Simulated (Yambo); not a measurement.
G0W0@PBEsol for CsCaBr$_{3}$ (cubic perovskite, space group Pm-3m, No. 221) in Yambo (2×2×2 mesh, 8 Ry block, plasmon pole, screening fixed), without a terminator:

```
bands N in G  gap R → Γ (eV)  shift of the valence edge (eV)
------------  --------------  ------------------------------
111                    6.290                          -1.075
206                    6.419                          -1.366
330                    6.482                          -1.493
```

Extrapolate both columns to infinite N with E(N) = E∞ + A/N, test the form, and compare with the terminator.

From two points, E∞ = (N2 E2 − N1 E1)/(N2 − N1). The two largest N give 6.59 eV for the gap and -1.70 eV for the shift; the two smallest give 6.57 eV and -1.71 eV. For the gap the slopes A are -31 and -35 eV: the 1/N form holds. For the shift the slopes A are 70 and 70 eV: the 1/N form holds. With the Bruneval-Gonze terminator and 330 bands the run gives 6.51 eV and -1.57 eV, 0.07 eV and 0.13 eV from the extrapolated values: the terminator too is an estimate of the remainder. Block, mesh and the bands in W are held fixed.

Spin-orbit coupling is not included.

Geometry of the Materials Project entry, not relaxed at this level; primitive cell a = 5.709 Å, b = 5.709 Å, c = 5.709 Å, α = 90.00°, β = 90.00°, γ = 90.00°.

The structure is a Materials Project entry; no match was found in the copy of COD used, and its stability was not checked.

A shift is the quasiparticle energy of the state minus its PBEsol energy.
